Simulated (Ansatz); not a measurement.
This Ansatz input for BiTe, relaxed from a wurtzite start to space group P6_3/mmc (read at 0.02 Å) was spoiled on purpose:

```yaml
crystal:
  lattice:
    - [5.506076416411, 0.0, 0.0]
    - [-2.753038208206, 4.76840205179, 0.0]
    - [0.0, 0.0, 6.4429753597]
  atoms:
    - { symbol: Bi, position: [0.6666666666667, 0.3333333333333, 0.0626] }
    - { symbol: Bi, position: [0.3333333333333, 0.6666666666667, 0.5626] }
    - { symbol: Te, position: [0.6666666666667, 0.3333333333333, 0.5626] }
    - { symbol: Te, position: [0.3333333333333, 0.6666666666667, 0.0626] }
basis:
  ecutwfc: 420
  ecutrho_ratio: 4
kpoints:
  mp_grid: { grid: [8, 8, 4], kspacing: 0.3 }
hamiltonian:
  xc: pbe
scf:
  occupations: { method: gaussian, width: 0.05 }
  max_iter: 100
output:
  forces: true
  stress: true
```

Launched as:
```sh
ansatz run input.yaml --threads 2 --pin off --max-ram 2662MiB --backend cpu --events-out ev --progress --plain --runs-dir out
```

Question: What is wrong with it?

Answer: Both a mesh and a spacing. Against the sound input: kpoints.mp_grid.kspacing: 0.3 (the cap on iterations is only a precaution).

What the program printed:

```
Error: invalid value for `kpoints.mp_grid.kspacing`: mutually exclusive with `grid` — set one or the other
```

The input was refused before any iteration. Cost: 0.05 s on 2 threads of Arm Neoverse V2, on a shared host, peak memory 0.08 GiB. The run before the change (PBE, 420 eV, 8×8×4 mesh) gave:

| run | P (GPa) | gap on the mesh (eV) | cell moment (μB) | largest force component (eV/Å) |
| --- | --- | --- | --- | --- |
| sound | 0.0 | metal | – | 0.000 |

This is a trial structure; measured cells of the compound in the Crystallography Open Database are in space groups P-3m1, Fm-3m (rock salt).
